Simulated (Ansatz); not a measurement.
This B₃P structure is the end of a relaxation. The cell was found from a structure generator's guess, not taken from experiment.

All numbers below come from Ansatz, DFT PBE, scalar-relativistic, plane waves, PAW. Cutoff 420 eV, Γ-centred mesh, Gaussian smearing, no spin polarisation.

```cif
data_structure
_symmetry_space_group_name_H-M 'P 1'
_symmetry_Int_Tables_number 1
_cell_length_a 4.0687
_cell_length_b 4.0687
_cell_length_c 2.9626
_cell_angle_alpha 90.000
_cell_angle_beta 90.000
_cell_angle_gamma 120.000
_cell_volume 42.47
loop_
_atom_site_label
_atom_site_type_symbol
_atom_site_fract_x
_atom_site_fract_y
_atom_site_fract_z
_atom_site_occupancy
B1 B 0.52595 0.47405 0.50000 1
B2 B 0.52595 0.05190 0.50000 1
B3 B 0.94810 0.47405 0.50000 1
P1 P 0.33333 0.66667 0.00000 1
```

The zero of energy is the elements' standard structures at the same level; no fitted shifts are applied. The references include black phosphorus.

(1) Find its symmetry and describe it.

(2) How far does it lie from the elements in energy?

(3) Is it a metal?

## Answers

(1) P-6m2 (No. 187). Conventional cell: a = 4.069 Å, c = 2.963 Å. Around B lie 2 B at 1.72 Å and 2 P at 2.01 Å; P has 6 B at 2.01 Å.

(2) +0.79 eV/atom. The separate elements lie lower, so it is unstable against them.

(3) Yes, bands cross the Fermi level on the 12×12×16 mesh.

The last run used a 12×12×16 mesh (in the run's order of axes) for its 4-atom cell and Gaussian smearing of 0.10 eV. The reference form of P is held partly by dispersion forces, which this level lacks. Symmetry constrained the relaxation, so the result can be a saddle point. Another cell of B3P relaxed alike, in P-6m2, lies 86 meV/atom lower, so this cell isn't the stable form at this level.
